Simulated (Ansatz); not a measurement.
La4Mg7Si8 with scf.occupations.width, scf.occupations.method, basis.xc_grid changed

Level of theory: r2SCAN, no spin polarisation, scalar-relativistic; Ansatz, plane waves to 500 eV (PAW set soft_2), k-mesh 4×4×4 shifted by half a step. These are the settings of the reference run.

Cell:

```
cell
1.0
     4.3184    4.3184    5.8220
     4.3184   -4.3184   -5.8220
    -4.3184    4.3184   -5.8220
La Mg Si
4 7 8
Direct
  0.9986 0.9963 0.9945
  0.9986 0.5036 0.5018
  0.4986 0.5036 0.0018
  0.4986 0.9963 0.4945
  0.2486 0.7499 0.9981
  0.7486 0.7499 0.4981
  0.7486 0.2499 0.9981
  0.7261 0.4862 0.7392
  0.7711 0.0135 0.2570
  0.2534 0.0136 0.7393
  0.2439 0.4863 0.2570
  0.4959 0.6504 0.6513
  0.5016 0.1522 0.1475
  0.0013 0.1558 0.6513
  0.9956 0.6463 0.1475
  0.4959 0.3440 0.3449
  0.5016 0.8535 0.8488
  0.0013 0.8495 0.3450
  0.9957 0.3476 0.8487
```

The reference run of this cell is solved again as a single point with these keys changed:

| key | reference run | changed run |
| --- | --- | --- |
| scf.occupations.width | 0.05 | not typed |
| scf.occupations.method | gaussian | tetrahedron |
| basis.xc_grid | 3 | 4 |

Question: How far do the results move?

Answer: 

| quantity | reference run | changed run |
| --- | --- | --- |
| energy, changed less reference (meV an atom) | 0 | 0.4 |
| largest force (eV/Å) | 0.00 | 0.03 |
| gap on the mesh (eV) | 0.00 | 0.00 |

The results hardly move, so these settings together matter little here. It took 8 iterations from the trained starting density.

Caveats: a single point, atoms not relaxed again; the program warns that forces and stress by tetrahedra needn't match the slope of the energy.
